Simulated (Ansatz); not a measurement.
Ca$_{3}$SnO:
```xyz
5
Lattice="4.7745 0.0000 0.0000 0.0000 4.7745 0.0000 0.0000 0.0000 4.7745" Properties=species:S:1:pos:R:3 pbc="T T T"
Ca     0.0000     2.3873     2.3873
Ca     2.3873     0.0000     2.3873
Ca     2.3873     2.3873     0.0000
Sn     0.0000     0.0000     0.0000
O      2.3873     2.3873     2.3873
```

Relaxed with PBEsol. PBEsol (plane waves, PAW; program Ansatz) gives no gap.

### Question
What gap does HSE06 give on the same cell (Ansatz, PAW)?

### Answer
0.35 eV. The hybrid was solved on a coarser mesh and at special points; the gap given is the minimum over both. On such a mesh it can open a false gap in a semimetal.

| k | v1 PBEsol | c1 PBEsol | v1 HSE06 | c1 HSE06 |
|---|---|---|---|---|
| Γ | 0.00 | 0.00 | 0.00 | 0.35 |
| R | -1.72 | 0.90 | [?] | [?] |
| M | -1.12 | 1.44 | [?] | [?] |
| X | -0.99 | 0.94 | [?] | [?] |

### Question
Top valence (v1) and lowest conduction level (c1) in eV from each method's valence maximum (which need not be a listed point): supply the withheld HSE06 values.

### Answer

- R, v1 HSE06: -1.96
- R, c1 HSE06: 1.57
- M, v1 HSE06: -1.12
- M, c1 HSE06: 1.98
- X, v1 HSE06: -0.97
- X, c1 HSE06: 1.54

Cost on shared cores: the PBEsol run (SCF on a 9×9×9 mesh, then bands and DOS) very roughly 40 core-seconds, the HSE06 run (SCF on 4×4×4, then a few points) about 2.6 core-minutes (a rough figure); the tasks are unlike.

Space group Pm-3m (anti-perovskite). The workflow started from an entry of the Crystallography Open Database (COD). Its standing as an ambient phase is unchecked. The cell was relaxed with PBEsol under the symmetry of its start; its stability against distortions is not shown here. Spin–orbit coupling is left out wherever it is not named.

Potentials: the later of the program's two PAW sets.
